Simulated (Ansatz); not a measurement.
**Elastic constants of Mo (Im-3m) under pressure**

```
Mo
1.0
    -1.55583    1.55583    1.55583
     1.55583   -1.55583    1.55583
     1.55583    1.55583   -1.55583
Mo
1
Cartesian
  0.0000 0.0000 0.0000
```

This is the zero-pressure cell. At each pressure cell and atoms are relaxed in this structure, and the constants are slopes of the stress at strains of ±0.005 with relaxed ions (the coefficients that govern stability under load). Level: LDA, PAW on Ansatz 0.2.0's default frozen-core files (fitted under PBE), scalar-relativistic; k mesh 24×24×24, strains of ±0.005, Fermi-Dirac smearing of 0.080 eV, cutoff 420 eV. P is the pressure of the relaxed cell, less that of this one.

```
P (GPa)    V/V₀  C11 (GPa)  C12 (GPa)  C44 (GPa)
   0.00  1.0000      512.5      182.6      107.0
   1.01  0.9966      518.4      186.0      108.4
   1.98  0.9934      524.1      189.2      109.8
   4.02       ?          ?          ?          ?
   7.02  0.9774      553.2      205.8      116.7
  10.07  0.9683      570.3      215.7      120.6
  15.02  0.9545      597.1      231.7      126.7
```

Problem. Does the bulk modulus from the constants agree with the pressure-volume curve?

Solution. A third-order Birch-Murnaghan fit to the volumes shown (F against f, f = [(V₀/V)^(2/3) − 1]/2) gives B₀ = 292.5 GPa and B′ = 4.2. Its −V dP/dV stands beside (C11 + 2C12)/3:

```
P (GPa)  from P(V)  from the constants
   0.00      292.5               292.5
   1.01      296.7               296.8
   1.98      300.8               300.8
   7.02      321.5               321.6
  10.07      333.9               333.9
  15.02      353.8               353.5
```

Problem. What are the pressure derivatives at zero pressure?

Solution. Slopes at V₀ of quadratic fits in −ln(V/V₀) through the first four rows shown, divided by B₀: dC11/dP = 5.9, dC12/dP = 3.3, dC44/dP = 1.4. The mean slopes up to 2.0 GPa are 5.9, 3.3, 1.4; curvature and scatter of the constants part the two. The combination (dC11/dP + 2 dC12/dP)/3 = 4.2 stands against B′.

Problem. Fill the row at 4.02 GPa.

Solution. Cubic fits in −ln(V/V₀) through all rows shown give C11 = 536.0, C12 = 195.9, C44 = 112.6 GPa. Computed: V/V₀ = 0.9867, C11 (GPa) = 536.0, C12 (GPa) = 195.9, C44 (GPa) = 112.6.

Problem. Does a shear stiffness soften?

Solution. C44 goes from 107.0 to 126.7 GPa; (C11 − C12)/2 goes from 164.9 to 182.7 GPa. Neither ends more than 3 % under its start, and the lattice stays mechanically stable over this range.

Limits of these numbers: no other phase was computed; many crystals of this kind change structure within this range, and rows or crossings beyond such a change describe a metastable lattice; frozen-core PAW files fitted under PBE, their cores solved anew for the functional of the run; responses of metals move with mesh and smearing; phonons weren't checked at these pressures.
